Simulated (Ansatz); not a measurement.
Here is the system:

GeSe:
```
CELL_PARAMETERS angstrom
      3.94123     0.00000     0.00000
     -1.97061     3.41320     0.00000
      0.00000     0.00000     6.93280
ATOMIC_POSITIONS crystal
  Ge 0.00000 0.00000 0.00000
  Ge 0.00000 0.00000 0.50000
  Se 0.33333 0.66667 0.25000
  Se 0.66667 0.33333 0.75000
```

This is the PBE-relaxed structure.

Q: All from plane-wave PAW PBE (Ansatz code), unless another level is named. Predict the electronic character.

A: metallic (no gap).

Q: Next, the density of states at the Fermi level?

A: 0.13 states/eV per atom (mean over ±0.08 eV).

Q: Next, the formation energy from the elements (no fitted shifts)?

A: -0.15 eV/atom.

Space group P6_3/mmc (NiAs type). The cell is a constructed one: a structure type filled with these elements; neither database checked (COD, Materials Project) lists it. It is not the phase usual at ambient conditions (space group No. 62). Symmetry was held in the PBE relaxation; its stability against distortions is not shown here. The references are the lowest solids computed at this level, not always the standard phases. Scalar-relativistic: spin–orbit coupling is off unless named, which matters more the heavier the elements.

Potentials: the later of the program's two PAW sets.
